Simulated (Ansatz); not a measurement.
The cell below belongs to a search over invented structures; it isn't taken from experiment.

Input and command of a plane-wave DFT calculation in Ansatz:

```yaml
crystal:
  lattice:
    - [4.2613920595, 0.0, 0.0]
    - [-2.1306960298, 3.690473779, 0.0]
    - [0.0, 0.0, 8.05071169]
  atoms:
    - { symbol: Ba, position: [0.0, 0.0, 0.5] }
    - { symbol: Ti, position: [0.0, 0.0, 0.0], spin: 2.7 }
    - { symbol: O, position: [0.3333333333, 0.6666666667, 0.5], spin: 0.19 }
    - { symbol: O, position: [0.6666666667, 0.3333333333, 0.5], spin: 0.19 }
basis:
  ecutwfc: 420
kpoints:
  mp_grid: { grid: [12, 12, 6] }
hamiltonian:
  xc: pbe
scf:
  occupations: { method: gaussian, width: 0.1 }
output:
  forces: true
  stress: true
  eigenvalues: true
  populations: true
magnetization:
  spin_polarized: true
relax:
  adjacent_minimum: "off"
  f_tol: 0.01
  max_steps: 80
  cell: { stress_tol: 0.05 }
```

```bash
ansatz run input.yaml --threads 1 --pin off --max-ram 2560MiB --backend cpu --events-out ev --progress --plain --runs-dir out
```

Processor: Intel(R) Xeon(R) Processor @ 2.50GHz (Skylake/Cascade Lake), 1 thread, on a host shared with other jobs.

Question: Estimate time, memory and problem size.

Answer: About 29 min, peak memory 1.2 GiB. It solves 23 bands at 76 k points (after reduction by symmetry) with about 2783 plane waves (on the last cell), in 234 SCF iterations over 14 ionic steps.
